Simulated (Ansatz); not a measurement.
## Property card for La2Te4O11

La$_{2}$Te$_{4}$O$_{11}$:
```yaml
crystal:
  lattice:
    - [6.43148, 2.65933, 0.00000]
    - [-6.43148, 2.65933, 0.00000]
    - [-4.37053, 0.00000, 15.96720]
  atoms:
    - { symbol: La, position: [0.37308, 0.13633, 0.03803] }
    - { symbol: La, position: [0.62692, 0.86367, 0.96197] }
    - { symbol: La, position: [0.13633, 0.37308, 0.46197] }
    - { symbol: La, position: [0.86367, 0.62692, 0.53803] }
    - { symbol: Te, position: [0.84559, 0.61018, 0.20188] }
    - { symbol: Te, position: [0.15441, 0.38982, 0.79812] }
    - { symbol: Te, position: [0.61018, 0.84559, 0.29812] }
    - { symbol: Te, position: [0.38982, 0.15441, 0.70188] }
    - { symbol: Te, position: [0.41219, 0.14725, 0.37232] }
    - { symbol: Te, position: [0.58781, 0.85275, 0.62768] }
    - { symbol: Te, position: [0.14725, 0.41219, 0.12768] }
    - { symbol: Te, position: [0.85275, 0.58781, 0.87232] }
    - { symbol: O, position: [0.84987, 0.84987, 0.25000] }
    - { symbol: O, position: [0.15013, 0.15013, 0.75000] }
    - { symbol: O, position: [0.90469, 0.19356, 0.32831] }
    - { symbol: O, position: [0.09531, 0.80644, 0.67169] }
    - { symbol: O, position: [0.19356, 0.90469, 0.17169] }
    - { symbol: O, position: [0.80644, 0.09531, 0.82831] }
    - { symbol: O, position: [0.57064, 0.62279, 0.39737] }
    - { symbol: O, position: [0.42936, 0.37721, 0.60263] }
    - { symbol: O, position: [0.62279, 0.57064, 0.10263] }
    - { symbol: O, position: [0.37721, 0.42936, 0.89737] }
    - { symbol: O, position: [0.19944, 0.04943, 0.45264] }
    - { symbol: O, position: [0.80056, 0.95057, 0.54736] }
    - { symbol: O, position: [0.04943, 0.19944, 0.04736] }
    - { symbol: O, position: [0.95057, 0.80056, 0.95264] }
    - { symbol: O, position: [0.17943, 0.67682, 0.87220] }
    - { symbol: O, position: [0.82057, 0.32318, 0.12780] }
    - { symbol: O, position: [0.67682, 0.17943, 0.62780] }
    - { symbol: O, position: [0.32318, 0.82057, 0.37220] }
    - { symbol: O, position: [0.66783, 0.25465, 0.94117] }
    - { symbol: O, position: [0.33217, 0.74535, 0.05883] }
    - { symbol: O, position: [0.25465, 0.66783, 0.55883] }
    - { symbol: O, position: [0.74535, 0.33217, 0.44117] }
```

Space group C2/c (No. 15); conventional cell a = 12.8630 Å, b = 5.3187 Å, c = 16.5545 Å, α = 90.00°, β = 105.31°, γ = 90.00°.

Method: DFT-r²SCAN in the program Ansatz with PAW potentials. Structure relaxed to zero pressure with the same functional. Other levels are named where they apply.

### Cell and energy

```
Property                                                       Value
-----------------------------------------------------  -------------
Volume per atom                                             16.06 Å³
Density                                                   5.86 g/cm³
Formation energy from the elements (no fitted shifts)  -1.95 eV/atom
```

### Electronic structure

```
Property                                                                                                                         Value
----------------------------------------  --------------------------------------------------------------------------------------------
Band gap                                                                                                            3.87 eV (indirect)
Valence-band maximum                                                                                                              at Γ
Conduction-band minimum                   at C (k = 0.292, 0.292, 0.000 in fractions of the reciprocal vectors) (2 equivalent valleys)
Smallest direct gap on the standard path                                                                                       4.05 eV
```

The first step of the workflow began from a Materials Project structure, measured or hypothetical; the Crystallography Open Database files this formula in space group No. 15, but the cells were not matched. Whether it is the stable phase at ambient conditions was not checked. Symmetry was held in the r²SCAN relaxation; whether a distortion lowers the energy is not shown. The references are the lowest solids computed at this level, not always the standard phases (solids in place of the gases). Spin–orbit coupling is left out wherever it is not named.

Potentials: the later of the program's two PAW sets.
